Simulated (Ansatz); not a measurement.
# C and the effect of the choice of potentials or basis

It takes space group Fd-3m (No. 227, cubic). Conventional cell: a = 3.567 Å, b = 3.567 Å, c = 3.567 Å, α = 90.00°, β = 90.00°, γ = 90.00°. Around C (site symmetry -43m) lie 4 C at 1.54 Å.

Kept alike: task band structure; functional PBEsol; k mesh 13 × 13 × 13; occupations fermi-dirac, width 0.05 eV; no spin polarisation. Program: Ansatz. Cutoffs run from 420 to 1116 eV. The mesh is that of the run's cell of 2 atoms. No spin-orbit coupling.

```csv
choice of potentials or basis,band gap (eV),pressure (GPa)
Ansatz PAW,4.011,-4.81
Ansatz PAW (files of its older set among them),4.007,-4.67
JTH PAW,4.002,-5.36
PseudoDojo standard (PBEsol files),4.045,-3.05
PseudoDojo stringent (PBEsol files),4.045,-3.05
```

Pressure is positive in compression, with a Pulay correction for the finite cutoff. Gaps are the smaller of the mesh's and the band path's.

Problem. What does the choice of potentials or basis change here?

Solution. The band gap runs from 4.002 (JTH PAW) to 4.045 eV (PseudoDojo standard (PBEsol files); PseudoDojo stringent (PBEsol files)). Measured: 5.5 eV (arxiv:1902.02958). Semilocal gaps run low as a rule. The gap moves here only through the cell or the potentials. The pressure runs from -5.36 (JTH PAW) to -3.05 GPa (PseudoDojo standard (PBEsol files); PseudoDojo stringent (PBEsol files)).
